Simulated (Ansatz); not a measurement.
ZnCu2SnS4:
```cif
data_Cu2S4SnZn
_chemical_formula_sum 'Cu2 Zn1 Sn1 S4'
_space_group_name_H-M_alt 'P 1'
_space_group_IT_number 1
_cell_length_a 6.69682
_cell_length_b 6.69682
_cell_length_c 6.69682
_cell_angle_alpha 131.811
_cell_angle_beta 131.811
_cell_angle_gamma 70.528
loop_
_space_group_symop_operation_xyz
  'x, y, z'
loop_
_atom_site_label
_atom_site_type_symbol
_atom_site_fract_x
_atom_site_fract_y
_atom_site_fract_z
_atom_site_occupancy
Cu1 Cu 0.00000 0.00000 0.00000 1
Cu2 Cu 0.75000 0.25000 0.50000 1
Zn1 Zn 0.25000 0.75000 0.50000 1
Sn1 Sn 0.50000 0.50000 0.00000 1
S1 S 0.63687 0.62894 0.52460 1
S2 S 0.10435 0.11227 0.47540 1
S3 S 0.37106 0.89565 0.00792 1
S4 S 0.88773 0.36313 0.99208 1
```

Relaxed with PBE.

Question: Which orbitals make up the states near the Fermi level in PBE in the plane-wave PAW code Ansatz?

Answer: Within 0.5 eV of the Fermi level: Cu 3d 50 %, S 3p 44 %. Projections are on Löwdin-orthogonalised atomic valence shells; empty p or d shells of many metals are not among them.

Question: Tabulate the density of states.

Answer: States/eV per cell of 8 atoms, in 0.25 eV bins, energy from the Fermi level.

```csv
E (eV),total,S 3p,Cu 3d,Zn 3d
-7.85,5.37,1.89,0.08,0.82
-7.60,0.00,0.00,0.00,0.00
-7.35,0.00,0.00,0.00,0.00
-7.10,32.37,2.02,0.08,29.67
-6.85,7.62,0.58,0.05,6.31
-6.60,0.00,0.00,0.00,0.00
-6.35,0.09,0.06,0.00,0.00
-6.10,1.55,0.98,0.03,0.03
-5.85,5.12,3.23,0.21,0.08
-5.60,3.83,2.47,0.15,0.07
-5.35,4.26,2.86,0.19,0.12
-5.10,3.77,2.48,0.26,0.14
-4.85,4.87,3.28,0.47,0.15
-4.60,5.52,3.72,0.60,0.17
-4.35,6.82,4.77,0.84,0.12
-4.10,9.22,6.41,1.51,0.12
-3.85,14.18,9.36,3.95,0.11
-3.60,5.44,3.35,1.73,0.09
-3.35,14.53,9.27,4.04,0.62
-3.10,8.79,5.54,2.46,0.39
-2.85,0.00,0.00,0.00,0.00
-2.60,0.00,0.00,0.00,0.00
-2.35,0.08,0.00,0.07,0.00
-2.10,4.98,0.14,4.58,0.00
-1.85,25.13,0.97,23.25,0.03
-1.60,8.56,1.01,6.99,0.02
-1.35,12.48,2.40,9.17,0.04
-1.10,9.00,2.18,6.09,0.03
-0.85,7.13,2.18,4.35,0.02
-0.60,8.06,3.06,4.44,0.03
-0.35,3.88,1.71,1.94,0.02
-0.10,0.70,0.34,0.33,0.01
0.15,0.01,0.00,0.00,0.00
0.40,0.11,0.05,0.01,0.00
0.65,0.96,0.48,0.08,0.00
0.90,2.91,1.50,0.20,0.01
1.15,3.29,1.81,0.22,0.01
1.40,0.71,0.41,0.03,0.00
1.65,0.00,0.00,0.00,0.00
1.90,0.09,0.01,0.00,0.00
2.15,0.92,0.11,0.03,0.00
2.40,2.26,0.30,0.05,0.00
2.65,4.88,0.79,0.09,0.00
2.90,5.28,0.94,0.09,0.01
3.15,5.72,1.04,0.09,0.01
3.40,4.16,0.84,0.07,0.00
3.65,3.87,0.85,0.05,0.00
3.90,3.81,0.88,0.04,0.00
4.15,2.13,0.43,0.02,0.00
4.40,2.21,0.32,0.01,0.00
4.65,6.23,0.91,0.03,0.00
```

Space group I-4. Symmetry was held in the PBE relaxation. No spin polarisation was allowed. Spin–orbit coupling is left out wherever it is not named.

Potentials: the later of the program's two PAW sets.
